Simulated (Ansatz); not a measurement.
**Pressure against volume: TiRh3**

Space group Pm-3m (No. 221). a = 3.822 Å, b = 3.822 Å, c = 3.822 Å, α = 90.00°, β = 90.00°, γ = 90.00°
| atom | site | symmetry | x | y | z |
| --- | --- | --- | --- | --- | --- |
| Ti | 1a | m-3m | 0.0000 | 0.0000 | 0.0000 |
| Rh | 3c | 4/mm.m | 0.0000 | 0.5000 | 0.5000 |

The runs use the primitive cell with vectors (3.822, 0.000, 0.000), (0.000, 3.822, 0.000), (0.000, 0.000, 3.822) Å, to which the k mesh refers.

Symmetry: Pm-3m, No. 221, cubic system. The conventional cell has a = 3.822 Å, b = 3.822 Å, c = 3.822 Å, α = 90.00°, β = 90.00°, γ = 90.00°. Around Ti (site symmetry m-3m) lie 12 Rh at 2.70 Å. Around Rh (site symmetry 4/mmm) lie 4 Ti at 2.70 Å and 8 Rh at 2.70 Å.

The cell comes from COD entry 1537861, which wasn't checked; take it as a given geometry.

Spin polarisation is left out, and whether a magnetic state lies lower isn't shown here.

Methods: DFT, LDA, all-electron LAPW, scalar-relativistic (Ansatz 0.2.0); DFT, LDA, PAW with Ansatz's default frozen-core files, scalar-relativistic (Ansatz 0.2.0).

For LAPW: a Γ-centred 10×10×10 k mesh, Fermi–Dirac smearing of 0.03 eV, basis error target 1 meV/atom, no spin polarisation. PAW takes a cutoff of 420 eV at this cell (files made with PBE, cores remade for this functional). The Ansatz runs share mesh, smearing and spin set-up. Plane-wave (PAW) pressures include the program's estimate of the Pulay term.

The cell above is scaled evenly, with fractional coordinates and shape held.

```json
{"V/V(cell)": "0.9400", "V (Å³/atom)": "13.120", "P, LAPW (GPa)": "?", "P, PAW (GPa)": "?", "free energy over the lowest listed, PAW (meV/atom)": "?"}
{"V/V(cell)": "0.9600", "V (Å³/atom)": "13.399", "P, LAPW (GPa)": "0.07", "P, PAW (GPa)": "0.01", "free energy over the lowest listed, PAW (meV/atom)": "0.0"}
{"V/V(cell)": "0.9800", "V (Å³/atom)": "13.678", "P, LAPW (GPa)": "-5.41", "P, PAW (GPa)": "-5.46", "free energy over the lowest listed, PAW (meV/atom)": "4.8"}
{"V/V(cell)": "0.9900", "V (Å³/atom)": "13.818", "P, LAPW (GPa)": "-7.91", "P, PAW (GPa)": "-7.96", "free energy over the lowest listed, PAW (meV/atom)": "10.7"}
{"V/V(cell)": "1.0000", "V (Å³/atom)": "13.958", "P, LAPW (GPa)": "-10.27", "P, PAW (GPa)": "-10.31", "free energy over the lowest listed, PAW (meV/atom)": "18.7"}
{"V/V(cell)": "1.0100", "V (Å³/atom)": "14.097", "P, LAPW (GPa)": "-12.48", "P, PAW (GPa)": "-12.53", "free energy over the lowest listed, PAW (meV/atom)": "28.6"}
{"V/V(cell)": "1.0200", "V (Å³/atom)": "14.237", "P, LAPW (GPa)": "-14.57", "P, PAW (GPa)": "-14.61", "free energy over the lowest listed, PAW (meV/atom)": "40.5"}
{"V/V(cell)": "1.0400", "V (Å³/atom)": "14.516", "P, LAPW (GPa)": "-18.38", "P, PAW (GPa)": "-18.41", "free energy over the lowest listed, PAW (meV/atom)": "69.3"}
{"V/V(cell)": "1.0600", "V (Å³/atom)": "14.795", "P, LAPW (GPa)": "-21.75", "P, PAW (GPa)": "-21.77", "free energy over the lowest listed, PAW (meV/atom)": "104.4"}
```

**Question.** Fill in the row V/V(cell) = 0.9400.

**Answer.** P, LAPW (GPa) = 6.25, P, PAW (GPa) = 6.17, free energy over the lowest listed, PAW (meV/atom) = 5.3.

**Question.** What do Birch–Murnaghan fits to the pressures give?

**Answer.** LAPW: V0 = 13.40 Å³/atom, B0 = 279 GPa, B0′ = 4.8; PAW: V0 = 13.40 Å³/atom, B0 = 279 GPa, B0′ = 4.8.

PAW's V0 lies -0.02 % from the all-electron value and its B0 -0.1 %. Symmetry fixes shape and coordinates here, so this is the relaxed modulus.
